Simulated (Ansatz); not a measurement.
Relaxed-ion elastic tensor of Cu3Sb in space group P6/mmm (No. 191; Sb on 1a, Cu on 1b, Cu on 2c) in GPa (Voigt order), the program Ansatz at the PBEsol level (PAW); density 6.24 g/cm³, 20.79 Å³ per atom.

|  | 1 | 2 | 3 | 4 | 5 | 6 |
|---|---|---|---|---|---|---|
| 1 | 147 | 65.9 | 7.1 | 0.0 | 0.0 | 0.0 |
| 2 | 65.9 | 147 | 7.1 | 0.0 | 0.0 | 0.0 |
| 3 | 7.1 | 7.1 | 168 | 0.0 | 0.0 | 0.0 |
| 4 | 0.0 | 0.0 | 0.0 | -7.9 | 0.0 | 0.0 |
| 5 | 0.0 | 0.0 | 0.0 | 0.0 | -7.9 | 0.0 |
| 6 | 0.0 | 0.0 | 0.0 | 0.0 | 0.0 | 40.7 |

Question: Is the crystal mechanically stable?

Answer: No: the smallest eigenvalue of C is -7.9 GPa.

The start of the workflow was typed in or built on a structure type; neither database checked (COD, Materials Project) lists it. Its standing as an ambient phase is unchecked. Symmetry was held in the PBEsol relaxation. At this level the phase is dynamically unstable (imaginary phonons). No spin polarisation was allowed. Its formation energy is positive at this level, so the cell may be metastable or incomplete. As this level gives no gap, shear constants depend on the k-mesh and smearing (Fermi–Dirac, 0.1 eV here). Spin–orbit coupling is left out wherever it is not named.

Potentials: the earlier of the program's two PAW sets. The files were generated under PBE; for other functionals the program regenerates the frozen cores, and for LDA and PBEsol the local potential too.
